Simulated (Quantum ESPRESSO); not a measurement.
**An isovalent swap in CaO: field gradients**

Host, cell and atoms relaxed with PBE and no dispersion term (field gradients by PBE PAW (JTH datasets; density from pw.x of a modified build of Quantum ESPRESSO, gradients reconstructed from it by a script), 22.5 Ha, k-mesh 5×5×5 through Γ):

| site | site symmetry | Vzz (a.u.) | η_Q | ∣C_Q∣ (MHz) |
|---|---|---|---|---|
| Ca (atoms 1, 3, 5, 7) | m-3m | 0 | – | 0 (⁴³Ca) |
| O (atoms 2, 4, 6, 8) | m-3m | 0 | – | 0 (¹⁷O) |

Its cell: a = 4.830 Å, b = 4.830 Å, c = 4.830 Å, α = 90.00°, β = 90.00°, γ = 90.00°.

Changed cell (atom 1 is the new one; 22.5 Ha, k-mesh 5×5×5 through Γ):

```
CELL_PARAMETERS angstrom
      4.72131     0.00000     0.00000
      0.00000     4.72131     0.00000
      0.00000     0.00000     4.72131
ATOMIC_POSITIONS crystal
  Mg 0.00000 0.00000 0.00000
  O  0.50000 0.00000 0.00000
  Ca 0.00000 0.50000 0.50000
  O  0.50000 0.50000 0.50000
  Ca 0.50000 0.00000 0.50000
  O  0.00000 0.00000 0.50000
  Ca 0.50000 0.50000 0.00000
  O  0.00000 0.50000 0.00000
```
The cell was made here from a computed Materials Project entry: one of 4 Ca replaced by Mg, cell and atoms relaxed (PBE without dispersion, pw.x of Quantum ESPRESSO, symmetry kept). The parent is CaO in Fm-3m. The swapped cell is a model, not a known phase. Stability against distortions was not tested.

Quadrupole moments taken as inputs (sizes, barn, from the tables of PySCF and pymatgen): ⁴³Ca 0.0408, ¹⁷O 0.0256, ²⁵Mg 0.199.

Principal values are ordered |Vxx| ≤ |Vyy| ≤ |Vzz|, η = (Vxx − Vyy)/Vzz, and C_Q = eQVzz/h is given by its size. Cores are frozen. Against all-electron runs on small test molecules, this scheme's |Vzz| missed by −2 to +6 % on O. The structure is static (0 K, no zero-point motion).

Q: What do the sites of the changed cell show?

A: 
```csv
site,distance to atom 1 (Å),Vzz (a.u.),η_Q,∣C_Q∣ (MHz)
Mg (atom 1),–,0,–,0
"O1 (atoms 2, 6, 8)",2.36,0.536,0.00,3.22
"Ca (atoms 3, 5, 7)",3.34,under 0.02,–,under 0.19
O2 (atom 4),4.09,0,–,0
```
The swap repeats in every cell, so this is an ordered compound and not a dilute impurity.
